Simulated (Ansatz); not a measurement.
Consider the following.

GaBi:
```cif
data_Bi4Ga4
_chemical_formula_sum 'Ga4 Bi4'
_space_group_name_H-M_alt 'Fm-3m'
_space_group_IT_number 225
_space_group_name_Hall '-F 4 2 3'
_cell_length_a 5.88587
_cell_length_b 5.88587
_cell_length_c 5.88587
_cell_angle_alpha 90.000
_cell_angle_beta 90.000
_cell_angle_gamma 90.000
loop_
_atom_site_label
_atom_site_type_symbol
_atom_site_symmetry_multiplicity
_atom_site_Wyckoff_symbol
_atom_site_fract_x
_atom_site_fract_y
_atom_site_fract_z
_atom_site_occupancy
Ga1 Ga 4 a 0.00000 0.00000 0.00000 1
Bi1 Bi 4 b 0.50000 0.50000 0.50000 1
```
(The calculation used a cell of 2 atoms; values per cell refer to that cell.)

This is the PBEsol-relaxed structure.

### Question
All from DFT-PBEsol in the program Ansatz with PAW potentials, unless another level is named. Give the formation energy from the elements (no fitted shifts).

### Answer
0.10 eV/atom.

### Question
Predict the density of states at the Fermi level.

### Answer
0.55 states/eV per atom (mean over ±0.08 eV).

The cell is a constructed one: a structure type filled with these elements; neither database checked (COD, Materials Project) lists it. Its standing as an ambient phase is unchecked. The PBEsol relaxation kept the symmetry of its start; of distortions, only those at the zone centre were tested. The references are the lowest solids computed at this level, not always the standard phases. Scalar-relativistic: spin–orbit coupling is off unless named, which matters more the heavier the elements.

Potentials: the later of the program's two PAW sets.
